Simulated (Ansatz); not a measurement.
Consider the following.

SiMo₂N:
```yaml
crystal:
  lattice:
    - [2.95804, 0.00000, 0.00000]
    - [-1.47902, 2.56174, 0.00000]
    - [0.00000, 0.00000, 12.87697]
  atoms:
    - { symbol: Si, position: [0.33333, 0.66667, 0.75000] }
    - { symbol: Si, position: [0.66667, 0.33333, 0.25000] }
    - { symbol: Mo, position: [0.33333, 0.66667, 0.09845] }
    - { symbol: Mo, position: [0.66667, 0.33333, 0.59845] }
    - { symbol: Mo, position: [0.66667, 0.33333, 0.90155] }
    - { symbol: Mo, position: [0.33333, 0.66667, 0.40155] }
    - { symbol: N, position: [0.00000, 0.00000, 0.00000] }
    - { symbol: N, position: [0.00000, 0.00000, 0.50000] }
```

This is the PBEsol-relaxed structure.

All from plane-wave PAW PBEsol (Ansatz code), unless another level is named. Give the electronic character.

metallic (no gap).

Next, the formation energy from the elements (no fitted shifts)?

-0.26 eV/atom.

Give the density of states at the Fermi level.

1.1 states/eV per atom (mean over ±0.08 eV).

Space group P6_3/mmc. The start of the workflow was typed in or built on a structure type; neither database checked (COD, Materials Project) lists it. Its standing as an ambient phase is unchecked. The PBEsol relaxation kept the symmetry of its start; whether a distortion lowers the energy is not shown. The workflow began spin-polarised and lost its moments. The references are the lowest solids computed at this level, not always the standard phases (solids in place of the gases). Scalar-relativistic: spin–orbit coupling is off unless named, which matters more the heavier the elements.

Potentials: the earlier of the program's two PAW sets. The files were generated under PBE; for other functionals the program regenerates the frozen cores, and for LDA and PBEsol the local potential too.
